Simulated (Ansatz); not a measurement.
## Data sheet: TlBr (DFT)

TlBr:
```cif
data_BrTl
_chemical_formula_sum 'Tl1 Br1'
_space_group_name_H-M_alt 'P 1'
_space_group_IT_number 1
_cell_length_a 4.79301
_cell_length_b 4.79301
_cell_length_c 4.79301
_cell_angle_alpha 59.979
_cell_angle_beta 59.979
_cell_angle_gamma 59.979
loop_
_space_group_symop_operation_xyz
  'x, y, z'
loop_
_atom_site_label
_atom_site_type_symbol
_atom_site_fract_x
_atom_site_fract_y
_atom_site_fract_z
_atom_site_occupancy
Tl1 Tl 0.00000 0.00000 0.00000 1
Br1 Br 0.50000 0.50000 0.50000 1
```

Space group Fm-3m (No. 225), rock salt; conventional cell a = 6.777 Å, b = 6.777 Å, c = 6.777 Å, α = 90.00°, β = 90.00°, γ = 90.00°.

Method: PBE+D3(BJ) (plane waves, PAW; program Ansatz). The cell and atoms are relaxed at this level. Other levels are named where they apply.

Cell and energy:

```yaml
volume_per_atom: 38.91 Å³
density: 6.07 g/cm³
Formation energy from the elements (no fitted shifts): -83 kJ/mol of atoms
```

Electronic structure:

```yaml
band_gap: 2.31 eV (smallest direct gap 2.31 eV)
valence_band_maximum: at T
conduction_band_minimum: at L (3 equivalent valleys)
electron_effective_mass: 0.33 mₑ (isotropic)
Electron effective mass with spin–orbit coupling: 0.32, 0.32, 0.36 mₑ (principal values)
hole_effective_mass: 0.42, 0.42, 0.54 mₑ (principal values)
Hole effective mass with spin–orbit coupling: 0.40, 0.40, 0.54 mₑ (principal values)
HSE06 gap on the PBE+D3(BJ) cell: 3.02 eV
Gap with spin–orbit coupling: 2.05 eV
```

Dielectric response:

```yaml
Electronic dielectric constant ε∞ (DFPT): 4.62
Static dielectric constant ε0 (ions relaxed, cell fixed): 23.0
Born charges (a third of the trace): Tl +1.86, Br -1.86 e
```

Phonons:

```yaml
Highest zone-centre frequency (without LO–TO term): 45 cm⁻¹
zone_centre_stability: no imaginary mode at Γ
dynamical_stability_on_the_path: stable (no imaginary branch)
zero_point_energy: 8.7 meV/atom
Vibrational entropy at 300 K: 64.5 J/(K·mol of atoms)
```

Charges:

```yaml
bader_charges: Tl +0.66, Br -0.66 e
```

A made-up cell: these elements were put on the sites of a structure type; the Crystallography Open Database copy checked does not list it. COD files the formula under space group No. 221. Its standing as an ambient phase is unchecked. Symmetry was held in the PBE+D3(BJ) relaxation. Point labels and valley counts follow the cell and symmetry of the run, lower than the named group. The references are the lowest solids computed at this level, not always the standard phases. Spin–orbit coupling is left out wherever it is not named.

Potentials: the later of the program's two PAW sets.
